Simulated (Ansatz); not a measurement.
Relaxed-ion elastic tensor of Al (fcc (Cu type), Fm-3m) in GPa (Voigt order), the program Ansatz at the r²SCAN+D4 level (PAW); density 2.85 g/cm³, 15.72 Å³ per atom.

```
 147  70.0  70.0   0.0   0.0   0.0
70.0   147  70.0   0.0   0.0   0.0
70.0  70.0   147   0.0   0.0   0.0
 0.0   0.0   0.0  48.6   0.0   0.0
 0.0   0.0   0.0   0.0  48.6   0.0
 0.0   0.0   0.0   0.0   0.0  48.6
```

Question: Is the crystal mechanically stable?

Answer: Yes: the smallest eigenvalue of C is 48.6 GPa.

Question: Work out the Voigt, Reuss and Hill averages.

Answer: K_V = 95.8, K_R = 95.8, K_H = 95.8; G_V = 44.6, G_R = 44.1, G_H = 44.3 GPa.

Question: Give Young's modulus, Poisson's ratio, Pugh's ratio and the universal anisotropy index.

Answer: E = 9KG/(3K + G) = 115 GPa; ν = 0.30; K/G = 2.16 (ductile by the Pugh limit of 1.75); A_U = 5G_V/G_R + K_V/K_R − 6 = 0.06.

Question: Estimate the sound speeds and the Debye temperature.

Answer: v_l = √((K + 4G/3)/ρ) = 7370 m/s, v_t = √(G/ρ) = 3940 m/s, mean 4410 m/s; Θ = (h/k)(3n/4πV)^(1/3) v_m = 524 K.

Question: Give the Zener ratio and Young's modulus along [100], [110] and [111].

Answer: A = 2C44/(C11 − C12) = 1.26; 1/E = S11 − 2(S11 − S12 − S44/2)Γ with Γ = 0, 1/4, 1/3 gives 102, 118, 125 GPa.

Question: Solve the Christoffel equation for the three sound speeds along [100], [110], [111].

Answer: Eigenvalues of C_ijkl n_j n_l equal ρv². In km/s, slowest first: [100] 4.13, 4.13, 7.19; [110] 3.68, 4.13, 7.43; [111] 3.84, 3.84, 7.51.

The cell was relaxed with r²SCAN+D4 under the symmetry of its start. The pairwise dispersion correction was not fitted to metals. As this level gives no gap, shear constants depend on the k-mesh and smearing (Fermi–Dirac, 0.1 eV here).

Potentials: the later of the program's two PAW sets.
